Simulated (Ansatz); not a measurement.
TlPd2 single point

The input, for Ansatz 0.2.0 (plane waves, PAW):

```yaml
crystal:
  lattice:
    - [3.562786, 0.0, 0.0]
    - [-1.781393, 3.085466, 0.0]
    - [0.0, 0.0, 5.457202]
  atoms:
    - { symbol: Tl, position: [0.0, 0.0, 0.0] }
    - { symbol: Pd, position: [0.33333, 0.66667, 0.265] }
    - { symbol: Pd, position: [0.66667, 0.33333, 0.735] }
  symmetry: { tolerance: 0.0003 }
kpoints:
  mp_grid: { grid: [11, 11, 6], shift: [0, 0, 0] }
  band_path:
    path:
      - [0.0, 0.0, 0.0]
      - [0.5, 0.0, 0.0]
      - [0.33333333, 0.33333333, 0.0]
      - [0.0, 0.0, 0.0]
      - [0.0, 0.0, 0.5]
      - [0.5, 0.0, 0.5]
      - [0.33333333, 0.33333333, 0.5]
      - [0.0, 0.0, 0.5]
      - [0.5, 0.0, 0.5]
      - [0.5, 0.0, 0.0]
      - [0.33333333, 0.33333333, 0.5]
    npoints: 6
magnetization:
  spin_polarized: false
scf:
  occupations: { method: fermi_dirac }
  lower_state_search: "off"
  max_iter: 200
hamiltonian:
  pseudopotentials: { kind: paw }
  xc: r2scan
basis:
  ecutwfc: 500
  fft_grid_basis: typed
output:
  forces: true
  stress: true
  eigenvalues: true
  bader: true
  populations: true
  elf: true
  write_potential: true
  volumetric_format: npy
  dos:
    e_range: [-12, 8]
    de: 0.05
    projected: { site_lists: { Pd: [Pd], Tl: [Tl] } }
checkpoint:
  read: saved_state
```

The run starts from an earlier solution of this cell. 

Excerpt of what it printed:

```
Warning: the atoms were moved onto the symmetric positions of the space group found under crystal.symmetry.tolerance 3.0e-4 (fractional; no operation is sought that the atoms, as they stand in a round, miss by more than twice it, and no atom is moved by as much as it), and the run uses the moved positions.
Pseudopotentials: kind: paw
Pseudopotential: Tl, paw, valence charge 13, recommended cutoff 500 eV (meta_gga), Tl.paw.azcp
Pseudopotential: Pd, paw, valence charge 18, recommended cutoff 500 eV (meta_gga), Pd.paw.azcp
Functional definition: r2SCAN
  exchange = r2scan_x(k0 = k0, k1 = k1, a1 = a1)
  correlation = r2scan_c
Crystal: 3 atoms, lattice volume = 59.990 Å³
Basis set: ecut = 500 eV, 1519 PW (Γ), exchange–correlation on 108×108×160 points (64 copies of the dense FFT grid, shifted against one another)
Bands: 30, of which v1, the nominal top of the filled ones, is band 25 counted from 1 (24 counted from 0)
Symmetry: 12 space group operations
Space group: P-3m1 (ITA 164), of the structure as read, at distance tolerance 1.2e-3 Å
k-points: 84 of 726
Initial density: read from a saved state, or passed on in memory by an earlier SCF of this step, an earlier step, the calling program or the single point that the run made first
Functional: x = r2scan, c = r2scan; τ floored in thin density (d = 2e-4 eV/Å³)
SCF iter   1: F=-25428.6470 eV  Δρ=1.21e-3  dr2=3.12e-4  dr2_τ=3.46e-3
SCF iter   2: F=-25428.6487 eV  Δρ=6.76e-4  dr2=1.87e-4  dr2_τ=3.02e-5
SCF iter   3: F=-25428.6488 eV  Δρ=2.38e-4  dr2=4.98e-5  dr2_τ=2.54e-6
SCF iter   4: F=-25428.6488 eV  Δρ=1.20e-4  dr2=1.09e-5  dr2_τ=1.03e-6
SCF iter   5: F=-25428.6488 eV  Δρ=3.64e-5  dr2=1.20e-6  dr2_τ=7.32e-8
SCF iter   6: F=-25428.6488 eV  Δρ=1.48e-5  dr2=2.33e-7  dr2_τ=1.21e-8
SCF iter   7: F=-25428.6488 eV  Δρ=4.98e-6  dr2=4.11e-8  dr2_τ=1.12e-9
Free energy (F): -25428.6488 eV
Harris-Foulkes:  -25428.6488 eV  (|F-HF|=1.80e-8)
Internal energy: -25428.6166 eV  (E = F + TS)
E sigma→0 (E₀):  -25428.6327 eV
Entropy (-TS):   -0.0322 eV (-10.743 meV/atom)
Fermi energy:    14.1730 eV
--- Per-component energies (eV) ---
  E_band       = -455.2680
  E_kinetic    = 1379.0887
  E_local      = -5556.4231  (includes V_loc(G=0)·N_el)
  E_nonlocal   = 757.0923
  E_hartree    = 2264.1867
  E_xc         = -538.9141
  E_vxc        = -621.4717  (∫ρ·V_xc dr)
  E_paw        = -17744.4534  (= ΣΔE_a)
  E_vpaw       = -988.1484  (= ΣTr[D̂ρ^β])
  E_aug_tail   = 0.0002  (compensation charges beyond the density's cutoff)
  E_vtau       = 46.2260  (kinetic-family band-sum trace: ∫τ·v_τ [+ j·A + Jᵃ·Aᵃ] dr)
  E_ewald      = -5989.3295
  E_core_change = 0.1356  (= ΣΔE_core)
  E_smearing   = -0.0322  (= −TS)
--- Forces (eV/Å), atoms counted from 1 ---
  atom   1  Tl     0.0000     0.0000     0.0000
  atom   2  Pd     0.0000     0.0000     3.4116
  atom   3  Pd     0.0000     0.0000    -3.4116
--- Stress (GPa, compression-positive) ---
       14.9658       0.0000       0.0000
        0.0000      14.9658       0.0000
        0.0000       0.0000      11.6488
  P = ⅓ Tr σ = 13.8602 GPa (138.602 kbar)
--- Löwdin populations: 3 sites ---
  site symbol       q [e]
     0     Tl     13.8393
     1     Pd     17.4588
     2     Pd     17.4588
  spilling = 0.0050 (of n_electrons = 49.0000)
--- Bader charges: 3 sites ---
  site symbol  charge [e]  shift [e]
     0     Tl      0.4086     0.0013
     1     Pd     -0.2043     0.0007
     2     Pd     -0.2043     0.0007
```

Origin: a known structure type with other elements, at an estimated volume, so it need not be a known compound. Caveats: atoms or cell far from equilibrium.
